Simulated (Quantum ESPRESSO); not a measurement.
Zn4OSeS2, input and log of a self-consistent run

Simulated, not a measurement. The program is pw.x of Quantum ESPRESSO 7.5 (plane-wave density functional theory). The cell is made up: 8 atoms on a zincblende/diamond lattice, with randomly drawn elements, strain and displacements, not relaxed. PseudoDojo standard norm-conserving files (v0.5 for PBE, v0.4.1 for LDA and PBEsol) set the functional; there is no spin polarisation, spin-orbit coupling or dispersion term, and the masses in the input are unused placeholders.

Input:

```
&control calculation='scf', pseudo_dir='./dojo.nc.sr.pbe.v0_5.standard.upf', outdir='./o', disk_io='medium', tprnfor=.true., tstress=.true. /
&system ibrav=0, nat=8, ntyp=4, nbnd=63, ecutwfc=85.99341389, nosym=.true., tot_charge=0,
 occupations='smearing', smearing='fd', degauss=0.0018374661
/
&electrons conv_thr=7.350e-09, electron_maxstep=60, /
ATOMIC_SPECIES
O 1.0 O.upf
S 1.0 S.upf
Se 1.0 Se.upf
Zn 1.0 Zn.upf
CELL_PARAMETERS angstrom
5.5955 -0.025 -0.0017
-0.025 5.754 0.0072
-0.0017 0.0072 5.7474
ATOMIC_POSITIONS angstrom
Zn 0.0252 -0.0923 -0.1218
Zn -0.0485 2.842 2.8616
Zn 2.7623 0.045 2.8536
Zn 2.8353 2.9058 0.0073
O 1.4171 1.3601 1.4628
Se 1.4541 4.3065 4.4105
S 4.1545 1.4488 4.3298
S 4.2773 4.3198 1.2842
K_POINTS automatic
4 4 4 1 1 1
```

The log is shortened where brackets say so; the opening notice, blank lines, dates and the lines on written files are dropped, and the path of the files is cut. It prints rydbergs, bohrs and kilobars, and counts compression as positive stress.

```
     Program PWSCF v.7.5
     Parallel version (MPI & OpenMP), running on       1 processor cores
     Number of MPI processes:                 1
     Threads/MPI process:                     1
     [start-up lines left out]
     bravais-lattice index     =            0
     lattice parameter (alat)  =      10.5741  a.u.
     unit-cell volume          =    1248.7274 (a.u.)^3
     number of atoms/cell      =            8
     number of atomic types    =            4
     number of electrons       =       114.00
     number of Kohn-Sham states=           63
     kinetic-energy cutoff     =      85.9934  Ry
     charge density cutoff     =     343.9737  Ry
     scf convergence threshold =      7.3E-09
     mixing beta               =       0.7000
     number of iterations used =            8  plain     mixing
     Exchange-correlation= PBE
                           (   1   4   3   4   0   0   0)
     [axes and pseudopotential details left out]
   Cartesian axes
     site n.     atom                  positions (alat units)
         1        Zn     tau(   1) = (   0.0045036  -0.0164952  -0.0217673  )
         2        Zn     tau(   2) = (  -0.0086676   0.5079030   0.5114058  )
         3        Zn     tau(   3) = (   0.4936596   0.0080421   0.5099761  )
         4        Zn     tau(   4) = (   0.5067057   0.5193050   0.0013046  )
         5        O      tau(   5) = (   0.2532545   0.2430679   0.2614217  )
         6        Se     tau(   6) = (   0.2598669   0.7696286   0.7882148  )
         7        S      tau(   7) = (   0.7424642   0.2589198   0.7737926  )
         8        S      tau(   8) = (   0.7644102   0.7720055   0.2295036  )
     number of k points=    32  Fermi-Dirac smearing, width (Ry)=  0.0018
                       cart. coord. in units 2pi/alat
        k(    1) = (   0.1255831   0.1219515   0.1215819), wk =   0.0625000
        k(    2) = (   0.1256556   0.1216472   0.3649774), wk =   0.0625000
     [further k points left out]
     Dense  grid:   134477 G-vectors     FFT dimensions: (  64,  72,  72)
     Estimated max dynamical RAM per process >     214.32 MB
     Initial potential from superposition of free atoms
     starting charge     113.9993, renormalised to     114.0000
     Starting wfcs are   61 randomized atomic wfcs +    2 random wfcs
     total cpu time spent up to now is       18.2 secs
     per-process dynamical memory:   112.3 Mb
     Self-consistent Calculation
     iteration #  1     ecut=    85.99 Ry     beta= 0.70
     Davidson diagonalization with overlap
     ethr =  1.00E-02,  avg # of iterations =  4.6
     total cpu time spent up to now is       72.5 secs
     total energy              =   -1991.39146397 Ry
     estimated scf accuracy    <       1.24541436 Ry
     iteration #  2     ecut=    85.99 Ry     beta= 0.70
     Davidson diagonalization with overlap
     ethr =  1.09E-03,  avg # of iterations =  7.5
     total cpu time spent up to now is      143.7 secs
     total energy              =   -1990.43317394 Ry
     estimated scf accuracy    <      10.92052236 Ry
     iteration #  3     ecut=    85.99 Ry     beta= 0.70
     Davidson diagonalization with overlap
     ethr =  1.09E-03,  avg # of iterations =  5.8
     total cpu time spent up to now is      201.8 secs
     total energy              =   -1992.05459711 Ry
     estimated scf accuracy    <       0.48415463 Ry
     iteration #  4     ecut=    85.99 Ry     beta= 0.70
     Davidson diagonalization with overlap
     ethr =  4.25E-04,  avg # of iterations =  2.0
     total cpu time spent up to now is      243.6 secs
     total energy              =   -1992.07994290 Ry
     estimated scf accuracy    <       0.08554230 Ry
     iteration #  5     ecut=    85.99 Ry     beta= 0.70
     Davidson diagonalization with overlap
     ethr =  7.50E-05,  avg # of iterations =  2.3
     total cpu time spent up to now is      283.7 secs
     total energy              =   -1992.07582042 Ry
     estimated scf accuracy    <       0.02330682 Ry
     [iterations 6 to 7 left out]
     iteration #  8     ecut=    85.99 Ry     beta= 0.70
     Davidson diagonalization with overlap
     ethr =  1.27E-07,  avg # of iterations =  2.1
     total cpu time spent up to now is      415.2 secs
     total energy              =   -1992.07978025 Ry
     estimated scf accuracy    <       0.00000721 Ry
     iteration #  9     ecut=    85.99 Ry     beta= 0.70
     Davidson diagonalization with overlap
     ethr =  6.32E-09,  avg # of iterations =  3.8
     total cpu time spent up to now is      457.5 secs
     total energy              =   -1992.07978186 Ry
     estimated scf accuracy    <       0.00000102 Ry
     iteration # 10     ecut=    85.99 Ry     beta= 0.70
     Davidson diagonalization with overlap
     ethr =  8.93E-10,  avg # of iterations =  2.1
     total cpu time spent up to now is      498.0 secs
     total energy              =   -1992.07978210 Ry
     estimated scf accuracy    <       0.00000004 Ry
     iteration # 11     ecut=    85.99 Ry     beta= 0.70
     Davidson diagonalization with overlap
     ethr =  3.39E-11,  avg # of iterations =  3.4
     total cpu time spent up to now is      550.1 secs
     total energy              =   -1992.07978211 Ry
     estimated scf accuracy    <       0.00000001 Ry
     iteration # 12     ecut=    85.99 Ry     beta= 0.70
     Davidson diagonalization with overlap
     ethr =  1.28E-11,  avg # of iterations =  2.1
     total cpu time spent up to now is      591.0 secs
     End of self-consistent calculation
     [lines on levels left out]
!    total energy              =   -1992.07978212 Ry
     estimated scf accuracy    <          1.1E-09 Ry
     smearing contrib. (-TS)   =      -0.00000000 Ry
     internal energy E=F+TS    =   -1992.07978212 Ry
     The total energy is F=E-TS. E is the sum of the following terms:
     one-electron contribution =   -1676.74703950 Ry
     hartree contribution      =     851.30397770 Ry
     xc contribution           =    -248.60182612 Ry
     ewald contribution        =    -918.03489420 Ry
     convergence has been achieved in  12 iterations
     Forces acting on atoms (cartesian axes, Ry/au):
     atom    1 type  4   force =    -0.00574811    0.05131272    0.03680067
     atom    2 type  4   force =     0.01675158   -0.02014442   -0.02545551
     atom    3 type  4   force =    -0.01471905    0.03352401   -0.04008211
     atom    4 type  4   force =     0.00254290   -0.04060105    0.03563388
     atom    5 type  1   force =     0.00922664    0.00234707    0.01169492
     atom    6 type  3   force =    -0.00498147   -0.00937766   -0.05062635
     atom    7 type  2   force =     0.01139081   -0.00724265   -0.00938105
     atom    8 type  2   force =    -0.01446330   -0.00981802    0.04141555
     Total force =     0.128143     Total SCF correction =     0.000224
     Computing stress (Cartesian axis) and pressure
          total   stress  (Ry/bohr**3)                   (kbar)     P=      -76.38
  -0.00044337   0.00001389  -0.00004758          -65.22        2.04       -7.00
   0.00001389  -0.00055474   0.00002121            2.04      -81.61        3.12
  -0.00004758   0.00002121  -0.00055960           -7.00        3.12      -82.32
     init_run     :     16.43s CPU     18.14s WALL (       1 calls)
     electrons    :    523.95s CPU    572.81s WALL (       1 calls)
     forces       :      4.23s CPU      4.32s WALL (       1 calls)
     stress       :     15.82s CPU     16.39s WALL (       1 calls)
     [timing details left out]
     PWSCF        :   9m20.63s CPU  10m12.33s WALL
     JOB DONE.
```

In other units: free energy -27103.626 eV for the cell, pressure -7.64 GPa, largest force component 1.319 eV/Å. A rerun of this cell at 1467 eV and a 6 x 6 x 6 mesh moved values by no more than 0.002 eV in energy, 0.02 GPa in stress and 0.002 eV/Å in force.